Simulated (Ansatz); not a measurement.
# Two states of SrCrF6

```
Sr F Cr
1.0
     3.55857    2.05454    2.29029
    -3.55857    2.05454    2.29029
     0.00000   -4.10908    2.29029
Sr F Cr
1 6 1
Direct
  0.50000 0.50000 0.50000
  0.26300 0.88800 0.26300
  0.26300 0.26300 0.88800
  0.88800 0.26300 0.26300
  0.73700 0.11200 0.73700
  0.11200 0.73700 0.73700
  0.73700 0.73700 0.11200
  0.00000 0.00000 0.00000
```

Single point in Ansatz 0.2.0 with r2SCAN, with U_eff = 1.52 eV on Cr d (all-electron-ortho-atomic projectors). Cutoff 500 eV, PAW datasets, 5×5×5 Γ-centred k mesh, fermi-dirac filling (width 0.1 eV).

State A: no moments (no spin polarisation). State B: Cr8 up (collinear spin).

Question: Which state is lower, and how do they differ?

Answer: State B is lower by 228.3 meV an atom at zero smearing; in free energy at this smearing B lies -221.6 meV an atom from A.

```tsv
state	free energy (meV/atom)	largest moment in a small sphere (μB)	net moment (μB/cell)	gap on mesh (eV)	pressure (GPa)	largest force (eV/Å)
A	221.6	0.00	0.00	0.36	1.4	0.78
B	0.0	1.62	2.00	0.98	2.2	1.11
```

Origin: a database entry at a rescaled volume. Caveats: the state breaks the symmetry of the cell; an odd or shifted mesh can miss the band edges, so this level's true gap may be smaller.
